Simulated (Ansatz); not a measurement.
Ansatz (a program for electronic structure) input:

Ansatz 0.2 input:
```yaml
crystal:
  lattice:
    - [2.92816227, -6.4192786426, 0.0]
    - [2.92816227, 6.4192786426, 0.0]
    - [0.0, 0.0, 5.68604353]
  atoms:
    - { symbol: Ba, position: [0.6189913273, 0.3810086727, 0.75] }
    - { symbol: Ba, position: [0.3810086727, 0.6189913273, 0.25] }
    - { symbol: Bi, position: [0.9224256168, 0.0775743832, 0.75] }
    - { symbol: Bi, position: [0.0775743832, 0.9224256168, 0.25] }
    - { symbol: Cl, position: [0.2538070891, 0.7461929109, 0.75] }
    - { symbol: Cl, position: [0.7461929109, 0.2538070891, 0.25] }
    - { symbol: O, position: [0.7709696227, 0.7709696227, 0.5] }
    - { symbol: O, position: [0.2290303773, 0.2290303773, 0.5] }
    - { symbol: O, position: [0.2290303773, 0.2290303773, 0.0] }
    - { symbol: O, position: [0.7709696227, 0.7709696227, 0.0] }
kpoints:
  mp_grid: { grid: [4, 4, 4] }
  band_path:
    path:
      - [[0.0, 0.0, 0.0], [-0.5, 0.5, 0.0], [-0.3020185011, 0.6979814989, 0.0]]  # Γ-Y-C_0
      - [[0.3020185011, 0.3020185011, 0.0], [0.0, 0.0, 0.0], [0.0, 0.0, 0.5], [0.3020185011, 0.3020185011, 0.5]]  # Σ_0-Γ-Z-A_0
      - [[-0.3020185011, 0.6979814989, 0.5], [-0.5, 0.5, 0.5], [-0.5, 0.5, 0.0]]  # E_0-T-Y
      - [[0.0, 0.0, 0.0], [0.0, 0.5, 0.0], [0.0, 0.5, 0.5], [0.0, 0.0, 0.5], [-0.5, 0.5, 0.5]]  # Γ-S-R-Z-T
      - [VBM, CBM]
    npoints: 6
basis: { xc_grid: 2 }
hamiltonian:
  xc: pbesol
  pseudopotentials: { kind: paw }
magnetization: { noncollinear: true, spin_orbit: true }
scf:
  n_extra_bands: 20
  convergence: { dr2_threshold: 0.0000000001 }
  occupations: { method: gaussian, width: 0.01 }
checkpoint: { write: soc.run }
output: { eigenvalues: true }
```

Output (shortened):

```
Pseudopotential: Ba, paw_fr, valence charge 10
Pseudopotential: Bi, paw_fr, valence charge 15
Pseudopotential: Cl, paw_fr, valence charge 7
Pseudopotential: O, paw_fr, valence charge 6
Functional definition: PBEsol
non-collinear run that drives no moment, with spin-orbit …
Crystal: 10 atoms, lattice volume = 213.758 Å³
Basis set: ecut = 420 eV, 4207 PW (Γ), exchange–correlation on 96×96×80 points (8 copies of the dense FFT grid, shifted against one another)
Bands: 108, of which v1, the nominal top of the filled ones, is band 88 counted from 1 (87 counted from 0)
Symmetry: 8 space group operations + 8 with time reversal
k-points: 21 of 64
Projection manifold: j_resolved (fully-relativistic pseudo-atomic orbitals)
SCF iter   1: F=—  HF=-40679.410268 eV  |F-HF|=—  |Δ(HF+E_count)|=         —  Δρ=5.11e-2  dr2=1.21e1  dr2_m=0.00e0 (ungated)  ethr=3.10e-3  |M|=0.00e0 ∫|m|=0.00e0 μB  |m|>n=0.0e0 m-floor=0.0e0 τ_xc=0.0e0  β_m=0.30  ⟨swp⟩=9.3  Hψ=6674  notcnv=0  defer=76
preconditioner: auto → Resta (q_TF=auto, 2.353 Å⁻¹)
spin=Noncollinear: Resta preconditioning applied to the charge; magnetization (m_x, m_y, m_z) channels mix plain (no charge-response kernel on spin).
SCF iter   2: F=—  HF=-40676.957127 eV  |F-HF|=—  |Δ(HF+E_count)|=    2.45e0  Δρ=3.18e-2  dr2=5.18e0  dr2_m=0.00e0 (ungated)  ethr=3.10e-3  |M|=0.00e0 ∫|m|=0.00e0 μB  |m|>n=0.0e0 m-floor=0.0e0 τ_xc=0.0e0  β_m=0.55  ⟨swp⟩=3.9  Hψ=1886  notcnv=0  defer=304
SCF iter   3: F=—  HF=-40675.166794 eV  |F-HF|=—  |Δ(HF+E_count)|=    1.79e0  Δρ=1.47e-2  dr2=5.12e-1  dr2_m=0.00e0 (ungated)  ethr=3.10e-3  |M|=0.00e0 ∫|m|=0.00e0 μB  |m|>n=0.0e0 m-floor=0.0e0 τ_xc=0.0e0  β_m=0.54  ⟨swp⟩=5.3  Hψ=2195  notcnv=0  defer=304
SCF iter   4: F=—  HF=-40675.045919 eV  |F-HF|=—  |Δ(HF+E_count)|=   1.21e-1  Δρ=4.75e-3  dr2=7.32e-2  dr2_m=0.00e0 (ungated)  ethr=5.81e-4  |M|=0.00e0 ∫|m|=0.00e0 μB  |m|>n=0.0e0 m-floor=0.0e0 τ_xc=0.0e0  β_m=0.64  ⟨swp⟩=3.8  Hψ=1831  notcnv=0  defer=300
SCF iter   5: F=—  HF=-40675.038681 eV  |F-HF|=—  |Δ(HF+E_count)|=   7.24e-3  Δρ=1.58e-3  dr2=5.82e-3  dr2_m=0.00e0 (ungated)  ethr=8.31e-5  |M|=0.00e0 ∫|m|=0.00e0 μB  |m|>n=0.0e0 m-floor=0.0e0 τ_xc=0.0e0  β_m=0.75  ⟨swp⟩=3.8  Hψ=1671  notcnv=0  defer=300
SCF iter   6: F=—  HF=-40675.040467 eV  |F-HF|=—  |Δ(HF+E_count)|=   1.79e-3  Δρ=3.24e-4  dr2=2.66e-4  dr2_m=0.00e0 (ungated)  ethr=6.61e-6  |M|=0.00e0 ∫|m|=0.00e0 μB  |m|>n=0.0e0 m-floor=0.0e0 τ_xc=0.0e0  β_m=0.83  ⟨swp⟩=3.0  Hψ=1536  notcnv=0  defer=300
SCF iter   7: F=—  HF=-40675.040765 eV  |F-HF|=—  |Δ(HF+E_count)|=   2.98e-4  Δρ=9.17e-5  dr2=2.06e-5  dr2_m=0.00e0 (ungated)  ethr=3.03e-7  |M|=0.00e0 ∫|m|=0.00e0 μB  |m|>n=0.0e0 m-floor=0.0e0 τ_xc=0.0e0  β_m=0.92  ⟨swp⟩=2.3  Hψ=1698  notcnv=0  defer=300
SCF iter   8: F=—  HF=-40675.040795 eV  |F-HF|=—  |Δ(HF+E_count)|=   2.95e-5  Δρ=1.74e-5  dr2=8.59e-7  dr2_m=0.00e0 (ungated)  ethr=2.34e-8  |M|=0.00e0 ∫|m|=0.00e0 μB  |m|>n=0.0e0 m-floor=0.0e0 τ_xc=0.0e0  β_m=0.96  ⟨swp⟩=2.0  Hψ=1717  notcnv=0  defer=300
SCF iter  13: F=-40675.040749 eV  HF=-40675.040749 eV  |F-HF|=2.18e-11  |Δ(HF+E_count)|=  8.00e-11  Δρ=1.07e-7  dr2=2.24e-11  dr2_m=0.00e0 (ungated)  ethr=1.00e-12  |M|=0.00e0 ∫|m|=0.00e0 μB  |m|>n=0.0e0 m-floor=0.0e0 τ_xc=0.0e0  ⟨swp⟩=1.9  Hψ=2760  notcnv=0
SCF 1 converged in 13 iterations: F = -40675.040749 eV  dr2 = 2.24e-11
NSCF: frozen V_eff on 52 k-points
NSCF: frozen V_eff on 52 k-points
NSCF: frozen V_eff on 52 k-points
NSCF: frozen V_eff on 52 k-points
NSCF: frozen V_eff on 27 k-points
NSCF: frozen V_eff on 14 k-points
NSCF: frozen V_eff on 14 k-points
NSCF: frozen V_eff on 14 k-points
NSCF: frozen V_eff on 10 k-points
NSCF: frozen V_eff on 13 k-points
NSCF: frozen V_eff on 77 k-points
SCF converged after 13 iterations
Magnetization: |M| = 0.0000 μB,  M = (+0.0000, +0.0000, +0.0000) μB
Absolute magnetization: 0.0000 μB (∫|m|)
  site 0: m = (+0.0000, +0.0000, +0.0000) μB, |m| = 0.0000 μB  (R = 1.08 Å)
  site 1: m = (+0.0000, +0.0000, +0.0000) μB, |m| = 0.0000 μB  (R = 1.08 Å)
  site 2: m = (+0.0000, +0.0000, +0.0000) μB, |m| = 0.0000 μB  (R = 0.90 Å)
  site 3: m = (+0.0000, +0.0000, +0.0000) μB, |m| = 0.0000 μB  (R = 0.90 Å)
  site 4: m = (+0.0000, +0.0000, +0.0000) μB, |m| = 0.0000 μB  (R = 1.35 Å)
  site 5: m = (+0.0000, +0.0000, +0.0000) μB, |m| = 0.0000 μB  (R = 1.35 Å)
  site 6: m = (+0.0000, +0.0000, +0.0000) μB, |m| = 0.0000 μB  (R = 0.90 Å)
  site 7: m = (+0.0000, +0.0000, +0.0000) μB, |m| = 0.0000 μB  (R = 0.90 Å)
  site 8: m = (+0.0000, +0.0000, +0.0000) μB, |m| = 0.0000 μB  (R = 0.90 Å)
  site 9: m = (+0.0000, +0.0000, +0.0000) μB, |m| = 0.0000 μB  (R = 0.90 Å)
Free energy (F): -40675.040749 eV
Harris-Foulkes:  -40675.040749 eV  (|F-HF|=2.18e-11)
Internal energy: -40675.040749 eV  (E = F + TS)
E sigma→0 (E₀):  -40675.040749 eV
Fermi energy:    8.441409 eV
--- Per-component energies (eV) ---
  E_band       = -330.683567
  E_kinetic    = 1966.759208
  E_local      = -6565.409883  (includes V_loc(G=0)·N_el)
  E_nonlocal   = 1502.264916
  E_hartree    = 2368.747550
  E_xc         = -1140.736506
  E_vxc        = -1179.705489  (∫ρ·V_xc dr)
  E_paw        = -33287.535984  (= ΣΔE_a)
  E_vpaw       = -792.096394  (= ΣTr[D̂ρ^β])
  E_aug_tail   = 0.008801  (compensation charges beyond the density's cutoff)
  E_ewald      = -5519.946018
  E_core_change = 0.807167  (= ΣΔE_core)
  E_smearing   =  0.000000  (= −TS)
  E_closure    =  0.000000  (closes the sum)
  Σ components = -40675.040749   (vs F -40675.040749, Δ=0.00e0)
  [band-id]    e_kinetic+e_local+e_nonlocal+2·e_hartree+e_vxc+e_vpaw+e_augmentation_tail = -330.683740   (vs E_band -330.683567, Δ=-1.74e-4)
--- Band table (eV; the first three rows and the last of 21) ---
  k-point 0: bands = ["-18.1379", "-18.1379", "-18.0614", "-18.0614", "-16.1786", "-16.1786", "-16.1607", "-16.1607", "-16.1078", "-16.1078", "-16.1043", "-16.1043", "-13.3871", "-13.3871", "-13.3363", "-13.3363", "-13.2189", "-13.2189", "-13.1364", …
  k-point 1: bands = ["-18.1258", "-18.1258", "-18.0717", "-18.0717", "-16.1723", "-16.1723", "-16.1491", "-16.1491", "-16.1251", "-16.1251", "-16.1063", "-16.1063", "-13.3843", "-13.3843", "-13.3156", "-13.3156", "-13.2383", "-13.2383", "-13.1437", …
  k-point 2: bands = ["-18.0979", "-18.0979", "-18.0979", "-18.0979", "-16.1521", "-16.1521", "-16.1521", "-16.1521", "-16.1250", "-16.1250", "-16.1250", "-16.1250", "-13.3493", "-13.3493", "-13.3493", "-13.3493", "-13.1964", "-13.1964", "-13.1964", …
  k-point 20: bands = ["-18.0975", "-18.0975", "-18.0975", "-18.0975", "-16.1520", "-16.1520", "-16.1520", "-16.1520", "-16.1251", "-16.1251", "-16.1251", "-16.1251", "-13.3487", "-13.3487", "-13.3487", "-13.3487", "-13.1969", "-13.1969", "-13.1969", …
```

Cost: around 30 core-minutes (rough) on shared cores.

Space group Cmcm. The workflow started from a Materials Project entry (that database holds measured and hypothetical structures alike); the Crystallography Open Database copy checked does not list it. Whether it is the stable phase at ambient conditions was not checked. The PBEsol relaxation kept the symmetry of its start; its stability against distortions is not shown here.

Potentials: the later of the program's two PAW sets.

Ansatz is a plane-wave DFT program.
